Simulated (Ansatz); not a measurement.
**Elastic constants of Sc$_{3}$Al: input and output**

Computed with DFT PBEsol, scalar-relativistic, plane waves, PAW (Ansatz 0.2.0).

Launched with:
```bash
ansatz run input.yaml --threads 1 --pin off --max-ram 3072MiB --backend cpu --events-out ev --progress --plain --runs-dir out
```

Input (bare energies are in eV):
```yaml
crystal:
  lattice:
    - [4.3820300097, 0.0, 0.0]
    - [0.0, 4.3820300097, 0.0]
    - [0.0, 0.0, 4.3820300097]
  atoms:
    - { symbol: Sc, position: [0.5, 0.0, 0.5] }
    - { symbol: Sc, position: [0.0, 0.5, 0.5] }
    - { symbol: Sc, position: [0.5, 0.5, 0.0] }
    - { symbol: Al, position: [0.0, 0.0, 0.0] }
basis:
  ecutwfc: 420
kpoints:
  mp_grid: { grid: [10, 10, 10] }
hamiltonian:
  xc: pbesol
scf:
  occupations: { method: fermi_dirac, width: 0.15 }
output:
  forces: true
  stress: true
  eigenvalues: true
elastic:
  mode: relaxed_ion
  amplitude: 0.005
  stencil: two_point
```

From the output:
```
--- Elastic constants: 2 strain directions × 2 members + reference (group order 48) ---
  dense FFT box of the reference and of every strained cell: 30×30×30
  strains applied: 11, 23; error gains: componentwise 1.00 (the most a stress slope's error grows in a printed constant), spectral 1.73 (1 for all six strains in a standard setting)
  C = ∂σ_k/∂η_j (tension-positive GPa; Voigt order 11 22 33 23 13 12):
       108.292     45.332     45.332     -0.000     -0.000     -0.000
        45.332    108.292     45.332     -0.000     -0.000     -0.000
        45.332     45.332    108.292     -0.000     -0.000     -0.000
        -0.000     -0.000     -0.000     54.874      0.000      0.000
         0.000      0.000     -0.000      0.000     54.874      0.000
        -0.000     -0.000     -0.000      0.000      0.000     54.874
  reference stress σ⁰ (GPa):      0.001      0.001      0.001      0.000     -0.000      0.000
  C* (energy form; C + prestress term) asymmetry max|C*_kj − C*_jk| = 3.474e-17 GPa — a small one proves nothing (zero by symmetry where the batch's group is 432, −43m or m−3m); a large one is finite-difference/SCF noise where every solve ...
  moduli (Voigt/Reuss/Hill, GPa): K = 66.32/66.32/66.32   G = 45.52/42.30/43.91   E = 107.91   ν = 0.229
  mechanically stable: yes (min eigenvalue of sym C = 54.87 GPa)
  strain η (Voigt 11):  stress-route row diagonal C_11 = 108.29 GPa, energy-path curvature d²(F+E_count+ΔE)/dδ²/Ω₀ = 108.30 GPa
         δ    σ_11 (GPa) F (eV) n_scf n_hpsi n_pw
    -5.000e-3      -0.5461       -6859.8863585       8   55490   1655   relax 0 steps, max|allowed force component| 1.91e-29 eV/Å
     5.000e-3       0.5368       -6859.8863630       8   51319   1675   relax 0 steps, max|allowed force component| 3.95e-29 eV/Å
  strain η (Voigt 23):  stress-route row diagonal C_44 = 54.87 GPa, energy-path curvature d²(F+E_count+ΔE)/dδ²/Ω₀ = 54.87 GPa
         δ    σ_23 (GPa) F (eV) n_scf n_hpsi n_pw
    -5.000e-3      -0.2744       -6859.8867117       8   84970   1663   relax 0 steps, max|allowed force component| 3.85e-30 eV/Å
     5.000e-3       0.2744       -6859.8867117       8   75711   1663   relax 0 steps, max|allowed force component| 1.86e-29 eV/Å
```

It took 79 s on 1 thread of Arm Neoverse V2, with other jobs on the host, peak memory 0.59 GiB.

In a metal, frequencies and elastic constants depend on the k mesh and the smearing, soft modes and shear constants most.